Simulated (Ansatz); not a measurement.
Relaxed-ion elastic tensor of Ti (bcc (W type), Im-3m) in GPa (Voigt order), the program Ansatz at the PBEsol level (PAW); density 4.81 g/cm³, 16.54 Å³ per atom.

```
98.1   121   121   0.0   0.0   0.0
 121  98.1   121   0.0   0.0   0.0
 121   121  98.1   0.0   0.0   0.0
 0.0   0.0   0.0  38.3   0.0   0.0
 0.0   0.0   0.0   0.0  38.3   0.0
 0.0   0.0   0.0   0.0   0.0  38.3
```

### Question
Is the crystal mechanically stable?

### Answer
No: the smallest eigenvalue of C is -22.4 GPa.

This is a known high-temperature phase of the composition, computed here at zero pressure and temperature. Symmetry was held in the PBEsol relaxation. At this level the phase is mechanically unstable. No spin polarisation was allowed. As this level gives no gap, shear constants depend on the k-mesh and smearing (Fermi–Dirac, 0.1 eV here). On the denser mesh and wider smearing of the elastic run this cell carries a stress of 0.4 GPa.

Potentials: the later of the program's two PAW sets.
